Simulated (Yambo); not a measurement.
Yambo run on LiBH4 (space group P6_3mc, No. 186). The wavefunctions are norm-conserving LDA (Quantum ESPRESSO, 76 Ry, scalar-relativistic) ones on a 3×3×2 mesh (10 occupied bands); a = 4.203 Å, b = 4.203 Å, c = 7.420 Å, α = 90.00°, β = 90.00°, γ = 120.00°.

Yambo input:

```
rim_cut
gw0
dyson
el_el_corr
HF_and_locXC
mpa
em1d
RandQpts= 1000000
RandGvec= 1 Ry
EXXRLvcs= 76 Ry
VXCRLvcs= 304 Ry
Chimod= "HARTREE"
% BndsRnXm
 3 | 199 |
%
NGsBlkXm= 8 Ry
% LongDrXm
 1.0 | 1.0 | 1.0 |
%
EnSampXm= "2l"
EnGridXm= "lP"
% EnRngeXm
 0.0 | 40.0 | eV
%
% ImRngeXm
 2.72114 | 27.21138 | eV
%
% DmRngeXm
 0.02721 | 2.72114 | eV
%
ETStpsXm= 8
IntSolXm= "PT"
% GbndRnge
 1 | 199 |
%
GTermKind= "none"
DysSolver= "n"
ExtendOut
% QPkrange
 1 | 1 | 10 | 11 |
%
```

k points by index: 1 = Γ.

Resulting energies as the program prints them:

```
#    K-point    Band    Eo [eV]    E [eV]    E-Eo [eV]    Vxc [eV]    Vnlxc [eV]    Sc|Eo [eV]    Sc|E [eV]    dSc/dw|Eo [eV]    Re(Z)    Im(Z)
#
    1    10    0.000000    -1.911573    -1.911573    -12.53754    -16.65883    1.735199    2.209725    -6.752135    0.801188    -0.002291
    1    11    6.536280    7.815339    1.279059    -8.337821    -3.812305    -3.001880    -3.246457    -5.203275    0.839472    -0.002104
```
(The two width columns are left out.) Convergence of these settings isn't established.

Geometry of the Materials Project entry, not relaxed at this level.

The structure is a Materials Project entry; no match was found in the copy of COD used, and its stability was not checked.
